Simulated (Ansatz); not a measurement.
# LiBH4 in Ansatz, relaxation

The command:

```bash
ansatz run input.yaml --threads 2 --pin off --max-ram 3584MiB --backend cpu --events-out ev --progress --plain --runs-dir out
```

Input:

```yaml
crystal:
  lattice:
    - [-6.43290506, 0.0, 0.0]
    - [0.0, -2.64671343, 2.63918274]
    - [0.0, 2.64671343, 2.63918274]
  atoms:
    - { symbol: H, position: [0.75, 0.19602, 0.7549] }
    - { symbol: H, position: [0.25, 0.7549, 0.19602] }
    - { symbol: Li, position: [0.0, 0.0, 0.0] }
    - { symbol: Li, position: [0.5, 0.0, 0.0] }
    - { symbol: B, position: [0.75, 0.016, 0.48496] }
    - { symbol: B, position: [0.25, 0.48496, 0.016] }
    - { symbol: H, position: [0.90376, 0.82263, 0.47225] }
    - { symbol: H, position: [0.09624, 0.47225, 0.82263] }
    - { symbol: H, position: [0.59624, 0.82263, 0.47225] }
    - { symbol: H, position: [0.40376, 0.47225, 0.82263] }
    - { symbol: H, position: [0.75, 0.2399, 0.25086] }
    - { symbol: H, position: [0.25, 0.25086, 0.2399] }
  symmetry: { tolerance: 0.0003 }
kpoints:
  mp_grid: { grid: [3, 5, 5], shift: [0, 0, 0] }
magnetization:
  spin_polarized: false
scf:
  occupations: { method: fermi_dirac }
  lower_state_search: "off"
hamiltonian:
  pseudopotentials: { kind: paw }
  xc: r2scan
basis:
  ecutwfc: 500
  fft_grid_basis: typed
relax:
  max_steps: 40
  cell: { p_target: 0.0 }
output:
  forces: true
  stress: true
  eigenvalues: true
  populations: true
  elf: true
  write_potential: true
  volumetric_format: npy
  dos:
    e_range: [-12, 8]
    de: 0.05
    projected: { site_lists: { B: [B], H: [H], Li: [Li] } }
  write_density: true
  bader: false
checkpoint:
  read: saved_state
```

Origin of the cell: a database entry, scaled a little.

The smearing width isn't typed, so it takes its default of 0.1 eV.

The saved state is a converged single point of the same cell.

Steps («new basis» is an SCF on plane waves selected anew at the same cell):

```json
{"step": "1", "ΔF (meV/atom)": "0.0", "max force component (eV/Å)": "0.224", "P (GPa)": "1.81", "volume (Å³)": "89.87", "SCF iterations": "4", "step was": "accepted"}
{"step": "2", "ΔF (meV/atom)": "-11.0", "max force component (eV/Å)": "0.174", "P (GPa)": "0.83", "volume (Å³)": "97.22", "SCF iterations": "5", "step was": "accepted"}
{"step": "3", "ΔF (meV/atom)": "-11.9", "max force component (eV/Å)": "0.095", "P (GPa)": "0.33", "volume (Å³)": "98.70", "SCF iterations": "5", "step was": "accepted"}
{"step": "4", "ΔF (meV/atom)": "-12.1", "max force component (eV/Å)": "0.015", "P (GPa)": "-0.02", "volume (Å³)": "99.47", "SCF iterations": "5", "step was": "accepted"}
{"step": "5", "ΔF (meV/atom)": "-12.1", "max force component (eV/Å)": "0.009", "P (GPa)": "-0.03", "volume (Å³)": "99.66", "SCF iterations": "5", "step was": "accepted"}
{"step": "6", "ΔF (meV/atom)": "-12.1", "max force component (eV/Å)": "0.016", "P (GPa)": "-0.04", "volume (Å³)": "99.76", "SCF iterations": "7", "step was": "accepted"}
{"step": "7", "ΔF (meV/atom)": "-12.1", "max force component (eV/Å)": "0.002", "P (GPa)": "-0.01", "volume (Å³)": "99.80", "SCF iterations": "5", "step was": "accepted"}
{"step": "8", "ΔF (meV/atom)": "-12.5", "max force component (eV/Å)": "0.002", "P (GPa)": "0.04", "volume (Å³)": "99.80", "SCF iterations": "6", "step was": "new basis"}
{"step": "9", "ΔF (meV/atom)": "-12.5", "max force component (eV/Å)": "0.001", "P (GPa)": "0.00", "volume (Å³)": "100.01", "SCF iterations": "5", "step was": "accepted"}
{"step": "10", "ΔF (meV/atom)": "-12.5", "max force component (eV/Å)": "0.001", "P (GPa)": "0.01", "volume (Å³)": "100.01", "SCF iterations": "4", "step was": "new basis"}
```

The starting structure.

Space group Ama2 (No. 40); the run's cell has a = 6.433 Å, b = 3.738 Å, c = 3.738 Å, α = 90.16°, β = 90.00°, γ = 90.00°. Shortest distances: B–H 1.21 Å, H–H 1.86 Å, H–Li 1.99 Å, B–Li 2.42 Å, Li–Li 3.22 Å.

The relaxed structure.

Space group Ama2 (No. 40); the run's cell has a = 6.274 Å, b = 3.993 Å, c = 3.993 Å, α = 90.08°, β = 90.00°, γ = 90.00°. Shortest distances: B–H 1.21 Å, H–H 1.91 Å, H–Li 2.00 Å, B–Li 2.46 Å, Li–Li 3.14 Å.

```yaml
crystal:
  lattice:
    - [-6.27376, 0.00000, 0.00000]
    - [0.00000, -2.82521, 2.82131]
    - [0.00000, 2.82521, 2.82131]
  atoms:
    - { symbol: H, position: [0.75000, 0.17000, 0.74459] }
    - { symbol: H, position: [0.25000, 0.74459, 0.17000] }
    - { symbol: Li, position: [0.00000, 0.00943, 0.00943] }
    - { symbol: Li, position: [0.50000, 0.00943, 0.00943] }
    - { symbol: B, position: [0.75000, 0.01267, 0.48419] }
    - { symbol: B, position: [0.25000, 0.48419, 0.01267] }
    - { symbol: H, position: [0.90786, 0.83558, 0.46619] }
    - { symbol: H, position: [0.09214, 0.46619, 0.83558] }
    - { symbol: H, position: [0.59214, 0.83558, 0.46619] }
    - { symbol: H, position: [0.40786, 0.46619, 0.83558] }
    - { symbol: H, position: [0.75000, 0.22885, 0.26968] }
    - { symbol: H, position: [0.25000, 0.26968, 0.22885] }
```

```yaml
Free_energy_lowered_by: 12.5 meV/atom
Volume_change: 11.29 %
Final_pressure: 0.01 GPa
Relaxation_steps_listed: 10
Gap_on_the_mesh: 6.14 eV
```

Caveats: no dispersion correction, so spacings can come out too large where layers or molecules are weakly bound; the relaxation held the start's symmetry, so the end may be a saddle point.

It ran for 100 s on 2 threads of Arm Neoverse N1, with other jobs on the host, peak memory 0.57 GiB, from a saved density.
